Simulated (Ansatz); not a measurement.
## KCaCl$_{3}$ (Pm-3m), stationary points along a deformation path

Level of theory: DFT PBEsol, scalar-relativistic, plane waves, PAW (Ansatz 0.2.0). The runs took a 420 eV cutoff, a Γ-centred 6×6×6 mesh and Gaussian smearing (0.05 eV). No spin polarisation. Energies are free energies at this smearing, counted from the undisturbed cell; pressure is positive in compression.

Reference structure (relaxed at this level; it needn't be the usual structure):

```
K Ca Cl
1.0
     5.30577    0.00000    0.00000
     0.00000    5.30577    0.00000
     0.00000    0.00000    5.30577
K Ca Cl
1 1 3
Cartesian
  0.0000 0.0000 0.0000
  2.6529 2.6529 2.6529
  0.0000 2.6529 2.6529
  2.6529 0.0000 2.6529
  2.6529 2.6529 0.0000
```

At fixed volume and fractional coordinates, lengths along (0.000, 0.000, 1.000) are scaled against those across it; ρ is that ratio over its starting value. V = 29.873 Å³/atom. Δσ is the stress along the axis less the mean stress across it (compression positive).

| ρ | ΔE (meV/atom) | Δσ (GPa) | space group |
| --- | --- | --- | --- |
| 0.650 | 1153.5 | 57.42 | P4/mmm |
| 0.707 | 654.7 | 38.75 | P4/mmm |
| 0.780 | 287.8 | 22.25 | P4/mmm |
| 0.850 | 108.1 | 11.97 | P4/mmm |
| 0.920 | 25.5 | 5.19 | P4/mmm |
| 0.960 | 5.8 | 2.34 | P4/mmm |
| 1.000 | 0.0 | 0.00 | Pm-3m |
| 1.050 | 7.5 | -2.41 | P4/mmm |
| 1.100 | 27.3 | -4.43 | P4/mmm |
| 1.200 | 94.0 | -7.85 | P4/mmm |
| 1.300 | 187.5 | -10.98 | P4/mmm |
| 1.414 | 320.9 | -14.64 | P4/mmm |
| 1.500 | 438.9 | -17.59 | P4/mmm |

**Question.** How does the stress give the slope of the energy, and where is the energy stationary?

**Answer.** Along the path d ln(length) is 2/3 d ln ρ on the axis and −1/3 d ln ρ across it, so dE/d ln ρ = −(2/3) V Δσ: the energy falls with ρ where Δσ is positive. Δσ vanishes or changes sign at ρ = 1.000 (Pm-3m), a minimum at 0.0 meV/atom. Pairs of stationary points between two samples would go unseen, and could change a minimum read from distant neighbours into a maximum. At ρ = 1.000 the cell is cubic, where symmetry alone makes the stress isotropic and the slope zero.

**Question.** Which shear constant sets the curvature at ρ = 1?

**Answer.** For a cubic crystal E/V = (2/3) C (ln ρ)² with C = C′ = (C11 − C12)/2, so Δσ = −2C ln ρ. The parabola of Δσ against ln ρ through ρ = 0.960, 1 and 1.050 gives C ≈ 27 GPa with the ions clamped, rough because the steps are large.

**Question.** Integrate that slope from ρ = 1 to 0.850 by the trapezoid rule.

**Answer.** With V/N in Å³ and 1 eV/Å³ = 160.2 GPa the slopes at ρ = 1.000, 0.960, 0.920, 0.850 are 0, -290, -645, -1488 meV/atom per unit of ln ρ. The steps add 5.9 + 19.9 + 84.4 = 110.2 meV/atom, against 108.1 from the energies; the trapezoid rule misses the curvature of the slope within each step.

Symmetry holds off the tilts and polar distortions that many cubic perovskites undergo.

Cost: 13 runs of about 4.1 core-minutes in all, on Intel Xeon Processor @ 2.50GHz (Skylake/Cascade Lake) (shared hosts).